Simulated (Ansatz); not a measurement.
Relaxed-ion elastic tensor of GaP (zinc blende, F-43m) in GPa (Voigt order), plane-wave PAW r²SCAN (Ansatz code); density 4.13 g/cm³, 20.25 Å³ per atom.

|  | 1 | 2 | 3 | 4 | 5 | 6 |
|---|---|---|---|---|---|---|
| 1 | 142 | 60.6 | 60.6 | 0.0 | 0.0 | 0.0 |
| 2 | 60.6 | 142 | 60.6 | 0.0 | 0.0 | 0.0 |
| 3 | 60.6 | 60.6 | 142 | 0.0 | 0.0 | 0.0 |
| 4 | 0.0 | 0.0 | 0.0 | 73.1 | 0.0 | 0.0 |
| 5 | 0.0 | 0.0 | 0.0 | 0.0 | 73.1 | 0.0 |
| 6 | 0.0 | 0.0 | 0.0 | 0.0 | 0.0 | 73.1 |

### Question
Is the crystal mechanically stable?

### Answer
Yes: the smallest eigenvalue of C is 73.1 GPa.

### Question
Work out the Voigt, Reuss and Hill averages.

### Answer
K_V = 87.8, K_R = 87.8, K_H = 87.8; G_V = 60.2, G_R = 55.6, G_H = 57.9 GPa.

### Question
Give Young's modulus, Poisson's ratio, Pugh's ratio and the universal anisotropy index.

### Answer
E = 9KG/(3K + G) = 142 GPa; ν = 0.23; K/G = 1.52 (brittle by the Pugh limit of 1.75); A_U = 5G_V/G_R + K_V/K_R − 6 = 0.42.

### Question
Estimate the sound speeds and the Debye temperature.

### Answer
v_l = √((K + 4G/3)/ρ) = 6320 m/s, v_t = √(G/ρ) = 3750 m/s, mean 4150 m/s; Θ = (h/k)(3n/4πV)^(1/3) v_m = 453 K.

### Question
Give the Zener ratio and Young's modulus along [100], [110] and [111].

### Answer
A = 2C44/(C11 − C12) = 1.79; 1/E = S11 − 2(S11 − S12 − S44/2)Γ with Γ = 0, 1/4, 1/3 gives 106, 149, 172 GPa.

Symmetry was held in the r²SCAN relaxation; phonons on a q-mesh show no instability. Spin–orbit coupling is left out wherever it is not named.

Potentials: the earlier of the program's two PAW sets.
